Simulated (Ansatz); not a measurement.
A structure of KTaO$_{3}$ relaxed with PBEsol (plane waves to 420 eV, PAW, scalar-relativistic; Ansatz, a program for electronic structure); single points at other levels follow on the same geometry (Ansatz, PAW; PBEsol+SOC at 420 eV on a 8×8×8 k-mesh; spin-orbit coupling only where +SOC is written). Space group Pm-3m (No. 221).

```cif
data_KO3Ta
_chemical_formula_sum 'K1 Ta1 O3'
_space_group_name_H-M_alt 'P 1'
_space_group_IT_number 1
_cell_length_a 3.98426
_cell_length_b 3.98426
_cell_length_c 3.98426
_cell_angle_alpha 90.000
_cell_angle_beta 90.000
_cell_angle_gamma 90.000
loop_
_space_group_symop_operation_xyz
  'x, y, z'
loop_
_atom_site_label
_atom_site_type_symbol
_atom_site_fract_x
_atom_site_fract_y
_atom_site_fract_z
_atom_site_occupancy
K1 K 0.00000 0.00000 0.00000 1
Ta1 Ta 0.50000 0.50000 0.50000 1
O1 O 0.00000 0.50000 0.50000 1
O2 O 0.50000 0.50000 0.00000 1
O3 O 0.50000 0.00000 0.50000 1
```

```json
[
 {"level": "PBEsol", "gap (eV)": "2.15", "kind": "indirect", "conduction minimum": "Γ"},
 {"level": "PBEsol+SOC", "gap (eV)": "?", "kind": "?", "conduction minimum": "?"}
]
```

**Question.** Fill in the missing entries.

**Answer.** 
- PBEsol+SOC, gap (eV): 2.01
- PBEsol+SOC, kind: indirect
- PBEsol+SOC, conduction minimum: Γ

The shift from spin-orbit coupling is approximate. No spin polarisation in the result.

It was reached from a disturbed copy of a Pm-3m (No. 221) cell (cubic perovskite type), against which it lies under 1 meV/atom.
